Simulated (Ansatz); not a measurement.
Question: Mg (dhcp (α-La type), P6_3/mmc) is relaxed with r²SCAN+D4 (plane waves, PAW; program Ansatz). What lattice parameters of the conventional cell result?

Answer: a = 3.187 Å, c = 10.235 Å.

The first step of the workflow began from a Materials Project structure, measured or hypothetical. Its sites differ from those of the usual phase in this space group: another stacking or structure type. The r²SCAN+D4 relaxation kept the symmetry of its start; its stability against distortions is not shown here. The pairwise dispersion correction was not fitted to metals. Axis ratios of metals converge slowly with the k-mesh, so a and c are less sure than the volume.

Potentials: the later of the program's two PAW sets.
